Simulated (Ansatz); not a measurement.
Relaxed CsSnI$_{3}$ (cubic perovskite):

```yaml
crystal:
  lattice:
    - [6.27133, 0.00000, 0.00000]
    - [0.00000, 6.27133, 0.00000]
    - [0.00000, 0.00000, 6.27133]
  atoms:
    - { symbol: Cs, position: [0.00000, 0.00000, 0.00000] }
    - { symbol: Sn, position: [0.50000, 0.50000, 0.50000] }
    - { symbol: I, position: [0.00000, 0.50000, 0.50000] }
    - { symbol: I, position: [0.50000, 0.50000, 0.00000] }
    - { symbol: I, position: [0.50000, 0.00000, 0.50000] }
```

Method: PBE (plane waves to 420 eV, PAW, scalar-relativistic; Ansatz, a quantum-chemistry and plane-wave program). k mesh 5×5×5 (Γ-centred), Fermi-Dirac smearing 0.05 eV. CsSnI3 was relaxed with its symmetry unable to fall. Spin-orbit coupling is left out, though I is heavy. This is a high-temperature form of CsSnI3.

One atom of the cell was then moved (with its periodic images), all else fixed, and the forces (eV/Å) came out as:

```csv
atom,Fx,Fy,Fz
Cs1,0.086,0.000,0.000
Sn2,0.190,0.000,0.000
I3,0.339,0.000,0.000
I4,-0.043,0.000,0.000
I5,-0.573,0.000,0.000
```

**Question.** Which atom was moved, and by which vector (Å)?

**Answer.** I5, by (0.94, 0.00, 0.00), 0.94 Å in all.

(For displaced atoms, the force is minus the slope of the energy, and its curvature is a force constant, which sets phonon frequencies.)
